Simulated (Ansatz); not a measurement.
# Surface calculation: rocksalt TiC (100), 3 layers

The slab is cut from the rocksalt crystal, which needn't be the stable phase, as relaxed on PAW files (10.17 Å³/atom), with 16 Å of vacuum and a dipole correction:

```yaml
crystal:
  lattice:
    - [3.06370, 0.00000, 0.00000]
    - [0.00000, 3.06370, 0.00000]
    - [0.00000, 0.00000, 20.33270]
  atoms:
    - { symbol: Ti, position: [0.25000, 0.25000, 0.39345] }
    - { symbol: C, position: [0.75000, 0.75000, 0.39345] }
    - { symbol: Ti, position: [0.75000, 0.75000, 0.50000] }
    - { symbol: C, position: [0.25000, 0.25000, 0.50000] }
    - { symbol: Ti, position: [0.25000, 0.25000, 0.60655] }
    - { symbol: C, position: [0.75000, 0.75000, 0.60655] }
```

Level of theory: DFT with PBE, scalar-relativistic, in Ansatz 0.2.0; a Γ-centred 13×13×1 k mesh, Fermi–Dirac smearing of 0.05 eV, no spin polarisation. LAPW: all electrons, basis error target 1 meV/atom; PAW: frozen-core files, cutoff 420 eV.

The bulk energy comes from a cell in the slab's orientation on a 13×13×10 mesh. The surface energy is (E(slab) − N·E(bulk))/2A at zero smearing, the mean of both faces; thin slabs carry quantum-size effects.

Problem. As cut, the LAPW slab lies 2.105 eV above 6 atoms of bulk. What surface energy is that?

Solution. Over two faces of 9.39 Å² it is 112.2 meV/Å², and times 16.02 J/m² per eV/Å² that gives γ = 1.797 J/m².

```tsv
method	γ as cut (J/m²)	γ relaxed (J/m²)	Φ as cut (eV)	Φ relaxed (eV)
LAPW	1.797	1.682	?	?
```

Problem. Fill in "Φ relaxed (eV)" for the row "LAPW".

Solution. 4.42.

Problem. Fill in "Φ as cut (eV)" for the row "LAPW".

Solution. 3.97.

Problem. How do the spacings between the planes relax?

Solution. From the bottom face up: d12 -1.3 % of 2.166 Å, d23 -1.3 % of 2.166 Å. The outer plane rumples by 0.102 Å.

Problem. What changes if the vacuum is set to 13 Å?

Solution. LAPW then gives: no gap, work function 4.42 eV; PAW: no gap, work function 4.41 eV.

Problem. In the relaxed 1×1 cell, replace the outer, then the middle Ti by V, which changes a whole layer. What shift does this Z+1 picture give?

Solution. E(outer) − E(middle) = +0.04 eV by LAPW and +0.04 eV by PAW; a positive value puts the surface line at higher binding energy.
